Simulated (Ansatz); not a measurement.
All numbers below come from DFT PBE, scalar-relativistic, plane waves, PAW in Ansatz. The final run on the 9-atom cell used 420 eV, a Γ-centred 6×6×6 mesh, 0.02 eV smearing and no spin polarisation.

Energies over the elements count from the elements' standard structures at the same level (F₂ as a molecule), with no fitted energy shifts.

Question: Propose a candidate for a cubic wide-gap insulator made of F, Tl and Zr, with a gap near 5.0 eV, a formation energy near −2.88 eV/atom and a density near 5.49 g/cm³, in a cell of 9 atoms.

Answer: ZrTl2F6, space group Fm-3m (No. 225). Zr is surrounded by 6 F at 2.02 Å; around Tl lie 12 F at 3.21 Å (long contacts); around F lie 1 Zr at 2.02 Å, 4 F at 2.86 Å and 4 Tl at 3.21 Å.

```
CELL_PARAMETERS angstrom
0.00000 4.52808 4.52808
4.52808 0.00000 4.52808
4.52808 4.52808 0.00000
ATOMIC_POSITIONS crystal
Zr 0.00000 0.00000 0.00000
Tl 0.25000 0.25000 0.25000
Tl 0.75000 0.75000 0.75000
F 0.77655 0.22345 0.22345
F 0.22345 0.77655 0.77655
F 0.22345 0.77655 0.22345
F 0.77655 0.22345 0.77655
F 0.22345 0.22345 0.77655
F 0.77655 0.77655 0.22345
```

| Item | Value |
| --- | --- |
| Volume per atom | 20.63 Å³ |
| Density | 5.49 g/cm³ |
| Formation energy | −2.884 eV/atom |
| Gap on the 6×6×6 mesh of the 9-atom cell | 4.99 eV |

It was reached by relaxing an invented guess, and it needn't be the stable form of this composition. Other answers may fit too; this one was computed.

These runs have no spin–orbit coupling, which can matter for Tl. Kohn–Sham gaps at this level usually fall short of measured ones. The missing spin–orbit coupling can work the other way here. Symmetry constrained the relaxation, so the result can be a saddle point.
